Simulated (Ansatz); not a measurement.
SrTiO₃: energy along a strain

SrTiO₃, I4/mcm, a = 5.487 Å, c = 7.809 Å. The structure is a COD entry; whether it is the stable form wasn't checked. Ansatz: PBEsol, PAW, 420 eV, Γ-centred 8×8×8 mesh on 10 atoms, Gaussian smearing 0.05 eV; no spin polarisation. Cell vectors (Å): -2.744 2.744 3.904; 2.744 -2.744 3.904; 2.744 2.744 -3.904. The cell is strained by x per cent times the pattern (0 1 0 0 0 0) in the order xx yy zz yz xz xy (engineering shears), with fractional coordinates held. y is the free energy over the start, V0 = 11.755 Å³/atom.

```
x (%) y (meV/atom)
-2.00             ?
-1.50          2.90
-1.00          1.27
-0.50          0.31
 0.00          0.00
 0.50          0.29
 1.00          1.21
 1.50          2.69
 1.75          3.65
 2.00          4.74
```

Q: Fit y = c2 x² + c3 x³ to the other rows, get the stiffness along the pattern, and predict the missing energy.

A: Least squares on the rows shown. y = 1.243 x² − 0.02952 x³. The clamped-ion stiffness p·C·p = 2 × 12.43 eV × 160.2 / 11.755 Å³ = 339 GPa, which is C22 in these axes. At x = -2.00 the fit asked for gives 5.21 meV/atom. The run gave 5.19 meV/atom, so the fit is 0.02 meV/atom too high, a small miss on the scale of the series.

Cost: 10 runs of about 12 core-minutes in all, on Intel Xeon Processor @ 2.50GHz (Skylake/Cascade Lake) (shared hosts).